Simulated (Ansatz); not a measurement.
**Notes on BaZnSbF**

```yaml
crystal:
  lattice:
    - [4.42185, 0.00000, 0.00000]
    - [0.00000, 4.42185, 0.00000]
    - [0.00000, 0.00000, 9.74257]
  atoms:
    - { symbol: Ba, position: [0.75000, 0.75000, 0.35079] }
    - { symbol: Ba, position: [0.25000, 0.25000, 0.64921] }
    - { symbol: F, position: [0.25000, 0.75000, 0.50000] }
    - { symbol: F, position: [0.75000, 0.25000, 0.50000] }
    - { symbol: Zn, position: [0.25000, 0.75000, 0.00000] }
    - { symbol: Zn, position: [0.75000, 0.25000, 0.00000] }
    - { symbol: Sb, position: [0.25000, 0.25000, 0.16604] }
    - { symbol: Sb, position: [0.75000, 0.75000, 0.83396] }
```

The numbers come from plane-wave PAW DFT (Ansatz): PBE, no spin polarisation, 420 eV, 6×6×3 Γ-centred k points, methfessel-paxton occupations (width 0.0849 eV). Nothing was relaxed.

(1) What is the formation energy?

(2) Which atom feels the largest force, and which way?

(3) Is the cell too large or too small?

(4) How is the charge shared?

(5) Is there a gap?

(6) Describe some of the short contacts.

Origin: a database entry at a rescaled volume.

Answers

(1) -1.80 eV an atom against the elements' usual phases (free molecules for gases, crystals otherwise, with no correction for O₂ or N₂), so it is bound against them; other compounds may still compete. Relaxing would lower it.

(2) The largest is on Sb7 (and as large on other atoms): 0.19 eV/Å, components (0.00, 0.00, 0.19). It makes 126° with the line to a nearest neighbour, Zn5 at 2.74 Å.

(3) The pressure is 2.0 GPa (compression positive), so with the atoms held at these fractions the cell would first expand.

(4) Bader charges in e: Ba +1.50, Zn +0.27, Sb -0.92, F -0.85. In the mean Ba gives up most and Sb takes most.

(5) It is a metal on this mesh, though the bands barely overlap, with about 0.41 states/eV a cell as the mean within 0.25 eV of the Fermi level, mostly Sb p (89 %).

(6) Ba–F at 2.65 Å: least valence density 0.21 e/Å³ and ELF 0.09 there. Zn–Sb at 2.74 Å: least valence density 0.30 e/Å³ and ELF 0.41 there. Zn–Zn at 3.13 Å: least valence density 0.14 e/Å³ and ELF 0.24 there. These are pseudo-fields; inside the PAW spheres they differ from the all-electron ones.
